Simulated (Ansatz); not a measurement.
The relaxed structure here is a generated cell of Si2Mo: the first start was made by placing the elements on the sites of a structure type, and the end was not matched to a known phase here, so it may be hypothetical. Known forms of Si2Mo include space group No. 139.

A relaxed cell of Si2Mo (Pn-3m (No. 224)), relaxed on a k-mesh at least as fine as the one used below. These are r2SCAN (plane waves to 500 eV, PAW, scalar-relativistic; Ansatz, a first-principles code) values and carry that method's errors. Γ-centred k-mesh 5×3×5 on the run's cell (coarser than for final values), Fermi–Dirac smearing 0.05 eV.

```yaml
crystal:
  lattice:
    - [5.38621, 0.00000, 0.00000]
    - [0.00000, 10.77242, 0.00000]
    - [0.00000, 0.00000, 5.38621]
  atoms:
    - { symbol: Si, position: [0.75000, 0.37500, 0.75000] }
    - { symbol: Si, position: [0.75000, 0.87500, 0.75000] }
    - { symbol: Si, position: [0.75000, 0.12500, 0.25000] }
    - { symbol: Si, position: [0.75000, 0.62500, 0.25000] }
    - { symbol: Si, position: [0.25000, 0.37500, 0.25000] }
    - { symbol: Si, position: [0.25000, 0.87500, 0.25000] }
    - { symbol: Si, position: [0.25000, 0.12500, 0.75000] }
    - { symbol: Si, position: [0.25000, 0.62500, 0.75000] }
    - { symbol: Mo, position: [0.00000, 0.00000, 0.00000] }
    - { symbol: Mo, position: [0.00000, 0.50000, 0.00000] }
    - { symbol: Mo, position: [0.50000, 0.25000, 0.50000] }
    - { symbol: Mo, position: [0.50000, 0.75000, 0.50000] }
```

The atoms are displaced by (Å):

```csv
atom,ux,uy,uz
Si1,-0.006,-0.028,0.017
Si2,-0.071,-0.095,0.111
Si3,0.004,-0.011,-0.095
Si4,-0.091,0.030,-0.108
Si5,-0.161,0.066,-0.119
Si6,0.000,0.050,0.010
Si7,-0.118,-0.117,0.015
Si8,0.026,-0.019,0.000
Mo9,-0.045,-0.035,0.004
Mo10,0.009,0.099,-0.092
Mo11,-0.016,0.019,0.152
Mo12,0.027,-0.135,0.029
```

### Question
What forces (eV/Å) and pressure result?

### Answer
```json
[
 {"atom": "Si1", "Fx": "0.99", "Fy": "0.72", "Fz": "0.89"},
 {"atom": "Si2", "Fx": "-0.22", "Fy": "-0.32", "Fz": "-0.20"},
 {"atom": "Si3", "Fx": "-1.11", "Fy": "1.38", "Fz": "1.40"},
 {"atom": "Si4", "Fx": "0.59", "Fy": "-0.55", "Fz": "-0.60"},
 {"atom": "Si5", "Fx": "1.59", "Fy": "-1.35", "Fz": "1.67"},
 {"atom": "Si6", "Fx": "0.93", "Fy": "-0.91", "Fz": "0.98"},
 {"atom": "Si7", "Fx": "1.16", "Fy": "1.20", "Fz": "-0.87"},
 {"atom": "Si8", "Fx": "0.63", "Fy": "0.16", "Fz": "-0.38"},
 {"atom": "Mo9", "Fx": "-0.46", "Fy": "-1.16", "Fz": "0.20"},
 {"atom": "Mo10", "Fx": "-1.94", "Fy": "-0.40", "Fz": "0.27"},
 {"atom": "Mo11", "Fx": "-1.57", "Fy": "-1.09", "Fz": "-2.66"},
 {"atom": "Mo12", "Fx": "-0.59", "Fy": "2.31", "Fz": "-0.68"}
]
```

Pressure +0.9 GPa.

### Question
Estimate the energy cost of the displacement in the harmonic approximation and compare with the calculation.

### Answer
For a harmonic well ΔE = −½ Σ F·u = 0.884 eV a cell, or 74 meV/atom. The calculated energy relative to the undisplaced cell is +0.08 eV/atom, so the harmonic estimate holds well.

The undisplaced cell is probably no minimum: from this displacement the run went on to P1 (No. 1), 1.45 eV/atom below it.

No spin polarisation in the result.
